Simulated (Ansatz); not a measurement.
Consider the following.

Ga2PN:
```cif
data_Ga2NP
_chemical_formula_sum 'Ga2 P1 N1'
_space_group_name_H-M_alt 'P 1'
_space_group_IT_number 1
_cell_length_a 3.50306
_cell_length_b 3.50306
_cell_length_c 5.84365
_cell_angle_alpha 90.000
_cell_angle_beta 90.000
_cell_angle_gamma 120.000
loop_
_space_group_symop_operation_xyz
  'x, y, z'
loop_
_atom_site_label
_atom_site_type_symbol
_atom_site_fract_x
_atom_site_fract_y
_atom_site_fract_z
_atom_site_occupancy
Ga1 Ga 0.00000 0.00000 0.46642 1
Ga2 Ga 0.66667 0.33333 0.03970 1
P1 P 0.00000 0.00000 0.86963 1
N1 N 0.66667 0.33333 0.37425 1
```

This is the PBEsol-relaxed structure.

Problem. All from PBEsol (plane waves, PAW; program Ansatz), unless another level is named. Give the electronic character.

Solution. metallic (no gap).

Problem. Predict the density of states at the Fermi level.

Solution. 0.09 states/eV per atom (mean over ±0.08 eV).

Problem. And the formation energy from the elements (no fitted shifts)?

Solution. -0.22 eV/atom.

Space group P3m1. The start of the workflow was typed in or built on a structure type; neither database checked (COD, Materials Project) lists it. Its standing as an ambient phase is unchecked. Symmetry was held in the PBEsol relaxation; whether a distortion lowers the energy is not shown. The references are the lowest solids computed at this level, not always the standard phases (solids in place of the gases). Spin–orbit coupling is left out wherever it is not named.

Potentials: the earlier of the program's two PAW sets. The files were generated under PBE; for other functionals the program regenerates the frozen cores, and for LDA and PBEsol the local potential too.
